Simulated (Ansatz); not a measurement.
# Fixed-spin-moment curve of W (Fm-3m)

```
W
1.0
     0.00000    2.03000    2.03000
     2.03000    0.00000    2.03000
     2.03000    2.03000    0.00000
W
1
Direct
  0.00000 0.00000 0.00000
```

Geometry: a structure as deposited in COD; nothing is relaxed.

Functional, mesh and filling: LDA, 12×12×12 k mesh, Fermi–Dirac smearing of 0.08 eV. PAW means Ansatz 0.2.0 on its default frozen-core files; LAPW is all-electron LAPW in Ansatz 0.2.0. Site moments are integrated in spheres about the atoms, whose radii differ between the methods. Start moments of the first PAW run (μB): W 1.

Each run fixes M = N↑ − N↓ with two Fermi levels; the holding field B = (E_F↑ − E_F↓)/2μB is the slope of the free energy against M over μB. Energies count from each method's free run. The held moment starts spread evenly over W.

The free PAW run: The moments died out: the run ends unmagnetised.

```tsv
M (μB/cell)	ΔF PAW (meV/cell)	ΔF LAPW (meV/cell)	B, PAW (T)	largest site moment, PAW (μB)	pressure, PAW (GPa)
0.00	0.0	0.0	–	0.00	-18.2
0.05	+0.6	+0.6	+388	0.04	-18.2
0.15	+5.2	+5.2	+1225	0.12	-18.0
0.30	+22.3	–	+2776	0.23	-17.6
0.50	+68.5	+68.3	+5257	0.38	-16.6
0.80	+192.3	–	+8837	0.61	-14.6
1.20	+459.4	–	+14191	0.91	-11.6
```

The unpolarised density of states at the Fermi level, averaged over the smearing, is 1.32 states/eV per cell. What Stoner enhancement follows from the smallest held moment?

S = M/(μB·B·N) = 0.05/(0.0225 eV × 1.32/eV) ≈ 1.7, so I·N/2 ≈ 0.41; the Stoner criterion for ferromagnetism asks for 1. On this mesh S is a rough figure.

Fit ΔF = E₀ + a₂M² + a₄M⁴ to the PAW points up to M = 0.50 μB, leaving out M = 0.15. What does the fit give, and how well does it predict the point left out?

E₀ = 0.0 meV, a₂ = +232.61 meV/μB², a₄ = +165.694 meV/μB⁴, with a worst miss of 0.0 meV. At M = 0.15 it gives +5.3 meV against the computed +5.2. Since a₂ > 0 the fit has its minimum at M = 0.

Check μB·B = dF/dM between M = 0.50 and 0.80 μB with the PAW numbers.

ΔF/ΔM = +123.8 meV / 0.30 = +412.7 meV per μB, which is +7130 T with μB = 0.05788 meV/T. The mean of the two holding fields is +7047 T. The slope equals the mean of B over the step, so the two agree where B(M) is nearly straight between its ends, and here they lie within a tenth of each other.

Separate runs put a uniform field on the spins (g = 2):

| field (T) | M PAW (μB/cell) | M LAPW (μB/cell) |
| --- | --- | --- |
| 500 | 0.064 | 0.064 |
| 1000 | 0.125 | 0.125 |

The PAW files were made with PBE; the program remakes their cores once for the run's functional and then keeps them frozen. The Ansatz runs typed with the search for lower states off end where their start leads. Spin–orbit coupling is left out although heavy atoms are present. None of this fixes the real material's magnetic order: only patterns that fit the cell were computed, at zero temperature, with a functional that can overstate moments.
